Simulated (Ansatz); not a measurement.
TaO3:
```yaml
crystal:
  lattice:
    - [3.92749, 0.00000, 0.00000]
    - [0.00000, 3.92749, 0.00000]
    - [0.00000, 0.00000, 3.92749]
  atoms:
    - { symbol: Ta, position: [0.50000, 0.50000, 0.50000] }
    - { symbol: O, position: [0.00000, 0.50000, 0.50000] }
    - { symbol: O, position: [0.50000, 0.00000, 0.50000] }
    - { symbol: O, position: [0.50000, 0.50000, 0.00000] }
```
The run is spin-polarised; directions of the spins, atom by atom: 0 ↑ ↑ ↑.

Relaxed with r²SCAN.

Q: Map the electron localisation function on the plane through (0.500, 0.500, 0.500) spanned by u = [1, 0, 0] and v = [0, 1, 0] in lattice vectors, from r²SCAN in the plane-wave PAW code Ansatz.

A: x is the fraction of u, y of v (the angle between them is 90°; rows are the nearest grid lines); atoms in the plane: Ta at (0.00, 0.00), O at (0.50, 0.00), O at (0.00, 0.50).
```
|016852699525996258610|
|137852699656996258731|
|678841699989996148876|
|888521589999985125888|
|554201368999863102455|
|221110135777531011122|
|666531002343200135666|
|999863000010000368999|
|999985200000002589999|
|569997300000003799965|
|258997410000014799852|
|569997300000003799965|
|999985200000002589999|
|999863000010000368999|
|666531002343200135666|
|221110135777531011122|
|554201368999863102455|
|888521589999985125888|
|678841699989996148876|
|137852699656996258731|
|016852699525996258610|
```
Scale: ten equal steps from 0.004 (start of '0') to 0.838 (end of '9'), in the order '0123456789'; x runs from 0.000 to 1.00, y from 0.000 (bottom) to 1.00 (top).

The density is the valence pseudo-density with augmentation charge, so density and ELF within about 1 Å of a nucleus are not all-electron values.

Space group Pm-3m (ReO3 type). The workflow started from a Materials Project entry (that database holds measured and hypothetical structures alike); the Crystallography Open Database copy checked does not list it. Its standing as an ambient phase is unchecked. Symmetry was held in the r²SCAN relaxation, as lowered by the spin order; its stability against distortions is not shown here. Spin order of the final state: ferrimagnetic, the only order run, not a proven ground state. The cell computed holds one magnetic atom, so no antiferromagnetic order was within reach. Other orbital occupations within this spin state were not tried. No Hubbard U is applied. Scalar-relativistic: spin–orbit coupling is off unless named, which matters more the heavier the elements.

Potentials: the later of the program's two PAW sets.
